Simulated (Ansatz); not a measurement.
SiO2:
```yaml
crystal:
  lattice:
    - [4.93170, 0.00000, 0.00000]
    - [0.00000, 8.20758, 0.00000]
    - [-2.46431, 0.00000, 4.40969]
  atoms:
    - { symbol: Si, position: [0.57321, 0.93841, 0.32810] }
    - { symbol: Si, position: [0.42679, 0.43841, 0.67190] }
    - { symbol: Si, position: [0.24552, 0.06408, 0.67268] }
    - { symbol: Si, position: [0.75448, 0.56408, 0.32732] }
    - { symbol: O, position: [0.87908, 0.04981, 0.43671] }
    - { symbol: O, position: [0.12092, 0.54981, 0.56329] }
    - { symbol: O, position: [0.30873, 0.00144, 0.00055] }
    - { symbol: O, position: [0.69127, 0.50144, 0.99945] }
    - { symbol: O, position: [0.55715, 0.45251, 0.43570] }
    - { symbol: O, position: [0.44285, 0.95251, 0.56430] }
    - { symbol: O, position: [0.34589, 0.25125, 0.69163] }
    - { symbol: O, position: [0.65411, 0.75125, 0.30837] }
```

x, y and z are the axes in which the lattice vectors are written.

Give the high-frequency dielectric tensor and the Born effective charge tensors of the independent atoms from DFPT, the program Ansatz at the r²SCAN level (PAW).


ε∞:
```
2.15  0.00  0.00
0.00  2.16  0.00
0.00  0.00  2.15
```
Z* of atom 1 (Si), rows: field, columns: displacement, in e:
```
 3.35   0.13  -0.24
-0.34   3.40   0.06
 0.19   0.00   3.35
```
Z* of atom 5 (O), rows: field, columns: displacement, in e:
```
-2.22  -0.47  -0.74
-0.48  -1.30  -0.28
-0.71  -0.26  -1.49
```
Z* of atom 7 (O), rows: field, columns: displacement, in e:
```
-1.11   0.00   0.00
 0.00  -1.20   0.55
 0.00   0.55  -2.68
```
Z* of atom 11 (O), rows: field, columns: displacement, in e:
```
-1.15  -0.36   0.00
-0.58  -3.01   0.00
 0.00   0.00  -1.03
```

Static charges for comparison (Bader): Si1 +3.37, O5 -1.68, O7 -1.68, O11 -1.69 e. Born charges measure polarisation by displacement and can exceed these by far.

Space group C222_1. The workflow started from a Materials Project entry (that database holds measured and hypothetical structures alike); the Crystallography Open Database files this formula in space group No. 20, but the cells were not matched. It is not the phase usual at ambient conditions (space group No. 92, 152, 154). The cell was relaxed with r²SCAN under the symmetry of its start; whether a distortion lowers the energy is not shown.

Potentials: the earlier of the program's two PAW sets. The files were generated under PBE; for other functionals the program regenerates the frozen cores, and for LDA and PBEsol the local potential too.
